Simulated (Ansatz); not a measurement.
This cell of ZnS (zinc blende) is off equilibrium:

```
CELL_PARAMETERS angstrom
      0.00000     5.44344     5.44344
      2.72172     0.00000     2.72172
      2.72172     2.72172     0.00000
ATOMIC_POSITIONS crystal
  S  0.39091 0.73939 0.73939
  S  0.85909 0.76061 0.76061
  Zn 0.99813 0.00125 0.00125
  Zn 0.50187 0.99875 0.99875
```

All values below come from PBE (plane waves to 420 eV, PAW, scalar-relativistic; Ansatz, an electronic-structure program). k mesh 5×10×10 (Γ-centred), Fermi-Dirac smearing 0.05 eV. Stress and pressure are positive under compression. ZnS was relaxed with its symmetry unable to fall.

Problem. What forces act on the atoms (eV/Å, Cartesian)?

Solution. 
| atom | Fx | Fy | Fz |
|---|---|---|---|
| S1 | 0.617 | -0.617 | -0.617 |
| S2 | -0.799 | 0.799 | 0.799 |
| Zn3 | -0.089 | 0.089 | 0.089 |
| Zn4 | 0.271 | -0.271 | -0.271 |

Problem. Give the stress tensor in GPa and the pressure.

Solution. 
```
   0.53    -0.34    -0.34
  -0.34     0.53     0.34
  -0.34     0.34     0.53
```
The pressure, a third of the trace, is 0.53 GPa.

(For displaced atoms, the force is minus the slope of the energy, and its curvature is a force constant, which sets phonon frequencies.)
